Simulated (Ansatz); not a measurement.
## One atom moved along a line in GaSb3

Level of theory: Ansatz, DFT PBE+D3(BJ), scalar-relativistic, plane waves, PAW. Settings: plane waves to 420 eV, k-mesh 12×12×12 (Γ-centred), Gaussian smearing 0.15 eV. No spin polarisation. Energies are free energies at this smearing, counted from the undisturbed cell; pressure is positive in compression.

The undisturbed cell (relaxed at this level; with this scan's settings it stands at 0.4 GPa; it needn't be the usual structure):

```xyz
4
Lattice="0.0000 3.6479 3.6479 3.6479 0.0000 3.6479 3.6479 3.6479 0.0000" Properties=species:S:1:pos:R:3 pbc="T T T"
Ga    0.0000    0.0000    0.0000
Sb    1.8239    1.8239    1.8239
Sb    5.4718    5.4718    5.4718
Sb    3.6479    3.6479    3.6479
```

Atom 1 (Ga) is moved by x along the Cartesian unit vector (1.000, 0.000, 0.000); the cell and all other atoms stay fixed. The cell is metallic on the mesh throughout.

```
  x (Å)  ΔE (meV/cell)
-0.1000            8.9
-0.0333            1.0
 0.0000            0.0
 0.0167            0.2
 0.0500            2.2
 0.0667            3.9
 0.0833            6.2
```

Problem. Predict the force along x on the moved atoms (eV/Å) at each point.

Solution.
```tsv
x (Å)	force along x on the moved atoms (eV/Å)
-0.1000	0.18
-0.0333	0.06
0.0000	0.00
0.0167	-0.03
0.0500	-0.09
0.0667	-0.12
0.0833	-0.15
```